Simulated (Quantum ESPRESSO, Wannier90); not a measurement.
**Sb (simple cubic, model phase), plane waves to Wannier functions**

```
CELL_PARAMETERS angstrom
      3.08334     0.00000     0.00000
      0.00000     3.08334     0.00000
      0.00000     0.00000     3.08334
ATOMIC_POSITIONS crystal
  Sb 0.00000 0.00000 0.00000
```

Materials Project entry mp-133; symmetrised, unrelaxed at this level. This isn't the element's usual structure (rhombohedral); take it as a model of another phase. Level: PBEsol, no spin polarisation, no spin-orbit coupling; pw.x of Quantum ESPRESSO at 64 Ry with PseudoDojo potentials, 10×10×10 k-points, Wannier90. Density: 10×10×10 mesh, cold smearing 0.01 Ry. Spin-orbit coupling is left out although heavy elements are present.

The plane-wave run has 15 bands and 15 electrons a cell. On the energy scale of pw.x, whose zero is arbitrary, the Fermi level lies at 10.44 eV.

Isolated groups of bands, relative to the Fermi level (bands from 6 on overlap up to the last one computed):

```json
[
 {"bands": "1–5", "from (eV)": "-29.07", "to (eV)": "-28.79", "filling": "filled", "weight on atomic waves": "Sb 4d 100 %"}
]
```

Input w.win, without the blocks of cell, atoms and k-points (1000 lines):

```
num_bands = 10
num_wann = 4
exclude_bands = 1-5
num_iter = 800
conv_tol = 1.0e-6
conv_window = 4
dis_num_iter = 1000
dis_conv_tol = 1.0e-6
dis_froz_max = 13.94
write_hr = true
write_u_matrices = true
begin projections
Sb: s;p
end projections
mp_grid = 10 10 10
```

wannier90.x stops with:
```
dis_windows: More states in the frozen window than target WFs
```
At some k-point more bands lie below dis_froz_max than there are Wannier functions, and every frozen state has to fit into the subspace. Mended as below, all else unchanged, the run goes through (Ω_I = 6.1 Å²) and follows the plane-wave bands to 21 meV rms (states up to 1.0 eV relative to the Fermi level).
```
dis_froz_max = 11.94
```
